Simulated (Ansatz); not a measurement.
Al2Ru (MoSi2 or CaC2 type, I4/mmm), plane-wave PAW PBEsol (Ansatz code), all energies at zero smearing, with the estimated change up to a 700 eV cutoff added, with one set of potentials and settings (totals compare only within such a set). Cell of 3 atoms (2 Al, 1 Ru): -6867.576 eV.

```tsv
element	reference phase	E (eV/atom)
Al	Fm-3m, 1 atoms in the cell	-524.5507
Ru	P6_3/mmc, 2 atoms in the cell	-5816.5026
```

Formation energy per atom, worked out: (-6867.576 − 2×(-524.5507) − 1×(-5816.5026))/3 = -0.657 eV/atom (-63 kJ per mol of atoms), at 0 K, without zero-point energy or fitted corrections.

The first step of the workflow began from a Materials Project structure, measured or hypothetical; the Crystallography Open Database copy checked does not list it. With Al and Ru taken as one species the cell has the higher symmetry I4/mmm, so it may be an ordered model of a mixed-site phase. Its standing as an ambient phase is unchecked. Symmetry was held in the PBEsol relaxation; of distortions, only those at the zone centre were tested. The run is not spin-polarised. The references are the lowest solids computed at this level, not always the standard phases.

Potentials: the later of the program's two PAW sets.
